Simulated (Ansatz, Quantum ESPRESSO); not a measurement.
This is a calculation of LiBe for Quantum ESPRESSO 7.5. Atoms were shifted at random by some hundredths of an Å from the given cell, which wasn't relaxed again for these runs. The cell comes from a database or a generator and needn't be the stable form of this composition.

Contents of pw.in:

```
&CONTROL
  calculation = 'scf'
  prefix = 'pwscf'
  outdir = './tmp'
  pseudo_dir = './pseudo'
  tprnfor = .true.
  tstress = .true.
  disk_io = 'nowf'
/
&SYSTEM
  ibrav = 0
  nat = 2
  ntyp = 2
  ecutwfc = 55
  ecutrho = 440
  nbnd = 9
  occupations = 'smearing'
  smearing = 'fd'
  degauss = 0.00367493
/
&ELECTRONS
  conv_thr = 4d-10
  electron_maxstep = 120
  mixing_beta = 0.5
/
ATOMIC_SPECIES
Be     9.0122 be_pbe_v1.4.uspp.F.UPF
Li     6.9400 li_pbe_v1.4.uspp.F.UPF
CELL_PARAMETERS angstrom
   2.8111530000    0.0000000000    0.0000000000
   0.0000000000    2.8111530000    0.0000000000
   0.0000000000    0.0000000000    2.8111530000
ATOMIC_POSITIONS crystal
Be     0.4836680000    0.5098710000    0.5270150000
Li    -0.0008890000    0.0016800000   -0.0249960000
K_POINTS automatic
9 9 9 0 0 0
```

Potentials or basis: SSSP 1.3 efficiency PBE.

Run with:

```sh
$ OMP_NUM_THREADS=1 pw.x -in pw.in > pw.out
```

Task: What does the same run look like in Ansatz 0.2.0? Potentials or basis there: Ansatz PAW, cutoff 420 eV.

Result: As run (cutoffs and basis follow the program's own potentials, and thresholds, step limits or extra output files can differ):

File input.yaml:

```yaml
crystal:
  lattice:
    - [2.811153, 0.0, 0.0]
    - [0.0, 2.811153, 0.0]
    - [0.0, 0.0, 2.811153]
  atoms:
    - { symbol: Be, position: [0.483668, 0.509871, 0.527015] }
    - { symbol: Li, position: [-0.000889, 0.00168, -0.024996] }
hamiltonian:
  xc: pbe
  pseudopotentials: { kind: paw }
kpoints:
  mp_grid: { grid: [9, 9, 9] }
scf:
  occupations: { method: fermi_dirac, width: 0.05 }
output:
  forces: true
  stress: true
  eigenvalues: true
  write_density: true
  write_potential: true
  elf: true
  volumetric_format: npy
```

Potentials or basis: Ansatz PAW.

Launch:

```sh
$ ansatz run input.yaml --threads 2 --pin off --max-ram 5120MiB --backend cpu --events-out ev --progress --plain --runs-dir out
```

Both were run:

|  | Quantum ESPRESSO | Ansatz |
| --- | --- | --- |
| Pressure | 1.0 GPa | 0.9 GPa |
| Largest force | 0.679 eV/Å | 0.676 eV/Å |
| Energy over the undisturbed cell | 26.2 meV/atom | 26.1 meV/atom |

Ansatz's pressure holds a Pulay term of +0.02 GPa for its cutoff of 420 eV, which the other run lacks.

The potentials hold 7 and 5 valence electrons a cell.

Where Ansatz's input types no cutoff or centring, it takes its own default and a Γ-centred mesh.

Pressure is positive in compression.
